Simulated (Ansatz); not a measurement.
Crystals of one space group, with the same sites and like axis ratios (Cmcm), relaxed and computed with PBEsol in the plane-wave PAW code Ansatz.

| crystal | a (Å) | V (Å³/atom) | B₀ by P(V) fit (GPa) | ΔH_f (eV/atom) |
|---|---|---|---|---|
| ZrAg | 2.875 | 19.25 | 116 | -0.04 |
| TaAg | 2.678 | 17.04 | 168 | 0.28 |
| AgW | 2.686 | 16.35 | 195 | 0.71 |
| TaW | 2.623 | 16.97 | 243 | 0.34 |

Typed or built starts, not in the databases checked: ZrAg, Cmcm (Zr on 4c, Ag on 4c); TaAg, Cmcm (Ta on 4c, Ag on 4c); AgW, Cmcm (Ag on 4c, W on 4c); TaW, Cmcm (Ta on 4c, W on 4c). All cells were relaxed under the symmetry of their starts (and spin orders); stability against distortions was not tested throughout. Rows with no word on spin ran without spin polarisation. Scalar-relativistic: spin–orbit coupling is off unless named, which matters more the heavier the elements.

Potentials: the later of the program's two PAW sets.

Formation energies count from the lowest solids of the elements computed at the same level, not from gases.
